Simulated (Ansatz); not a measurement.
GaNi$_{3}$C:
```
CELL_PARAMETERS angstrom
      3.74529     0.00000     0.00000
      0.00000     3.74529     0.00000
      0.00000     0.00000     3.74529
ATOMIC_POSITIONS crystal
  Ga 0.00000 0.00000 0.00000
  C  0.50000 0.50000 0.50000
  Ni 0.00000 0.50000 0.50000
  Ni 0.50000 0.50000 0.00000
  Ni 0.50000 0.00000 0.50000
```

Relaxed with r²SCAN. Special points in fractions of this cell's reciprocal vectors: Γ (0.000, 0.000, 0.000); X (0.000, 0.500, 0.000); M (0.500, 0.500, 0.000); R (0.500, 0.500, 0.500).

Question: List the band energies nearest the Fermi level at these points for plane-wave PAW r²SCAN with spin–orbit coupling (Ansatz code).

Answer: In eV from the Fermi level; about four levels below and three above (degenerate sets whole), none deeper than 8.9 eV; points with the same levels are listed once.

| k | below | above |
|---|---|---|
| Γ | -0.99 -0.99 -0.99 -0.99 -0.78 -0.78 | 1.96 1.96 3.00 3.00 |
| X | -0.05 -0.05 0.00 0.00 | 2.02 2.02 2.87 2.87 |
| M | -0.54 -0.54 -0.44 -0.44 | 1.20 1.20 4.86 4.86 |
| R | -0.97 -0.97 -0.97 -0.97 | 0.94 0.94 1.21 1.21 1.21 1.21 |

Space group Pm-3m (anti-perovskite). A made-up cell: these elements were put on the sites of a structure type; the Crystallography Open Database copy checked does not list it. Whether it is the stable phase at ambient conditions was not checked. The r²SCAN relaxation kept the symmetry of its start; whether a distortion lowers the energy is not shown. The workflow began spin-polarised and lost its moments.

Potentials: the later of the program's two PAW sets.
